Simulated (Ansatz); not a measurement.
Relaxed W$_{3}$N$_{4}$ (space group Pm-3m):

```
W3N4
1.0
    4.21545     0.00000     0.00000
    0.00000     4.21545     0.00000
    0.00000     0.00000     4.21545
N W
4 3
Direct
  0.50000   0.50000   0.50000
  0.50000   0.00000   0.00000
  0.00000   0.50000   0.00000
  0.00000   0.00000   0.50000
  0.50000   0.50000   0.00000
  0.00000   0.50000   0.50000
  0.50000   0.00000   0.50000
```

The atoms are displaced by Q × the pattern below (from a DFPT mode at Γ, largest move 1; Q in Å), at fixed cell. It is one choice among 3 degenerate patterns.

```json
[
 {"atom": "N1", "x": "0.000", "y": "0.000", "z": "-1.000"},
 {"atom": "N2", "x": "0.000", "y": "0.000", "z": "0.413"},
 {"atom": "N3", "x": "0.000", "y": "0.000", "z": "0.413"},
 {"atom": "N4", "x": "0.000", "y": "0.000", "z": "0.112"},
 {"atom": "W5", "x": "0.000", "y": "0.000", "z": "-0.355"},
 {"atom": "W6", "x": "0.000", "y": "0.000", "z": "0.180"},
 {"atom": "W7", "x": "0.000", "y": "0.000", "z": "0.180"}
]
```

Computed with PBE (plane waves to 420 eV, PAW, scalar-relativistic; Ansatz, an electronic-structure program). k mesh 11×11×11 (Γ-centred), Fermi-Dirac smearing 0.05 eV. Energies are smeared free energies. With partly filled bands, energies and forces of such displacements shift with the k mesh and the smearing. Spin-orbit coupling is left out, though W is heavy. W3N4 is run without spin polarisation. W3N4 was relaxed with its symmetry unable to fall. ΔE is measured from the undisplaced structure. The last digit holds for this mesh only.

| Q (Å) | ΔE (meV/cell) |
|---|---|
| -0.4400 | 276.4 |
| -0.3667 | -33.9 |
| -0.2933 | withheld |
| -0.2200 | -202.7 |
| -0.1467 | -138.8 |
| -0.0733 | -47.1 |
| 0.0000 | 0.0 |
| 0.0733 | -47.1 |
| 0.1467 | -138.8 |
| 0.2200 | -202.7 |
| 0.2933 | withheld |
| 0.3667 | -33.9 |
| 0.4400 | 276.4 |

Fit an even polynomial form (powers 2, 4, 6) to the given rows and predict ΔE at Q = -0.2933.

Least squares on the 11 given rows: ΔE = (-7544)·Q² + (72510)·Q⁴ + (-135300)·Q⁶, in meV/cell with Q in Å; root-mean-square residual 6.27 meV/cell. At -0.2933 the fit gives -198.5 meV/cell; the calculation gives -180.1 meV/cell, so the interpolation is off by -18.4 (-10.2 %). The quadratic term alone would give -649.0 meV/cell: it is negative, as the undisplaced cell is unstable along this move.

(For displaced atoms, the force is minus the slope of the energy, and its curvature is a force constant, which sets phonon frequencies.)
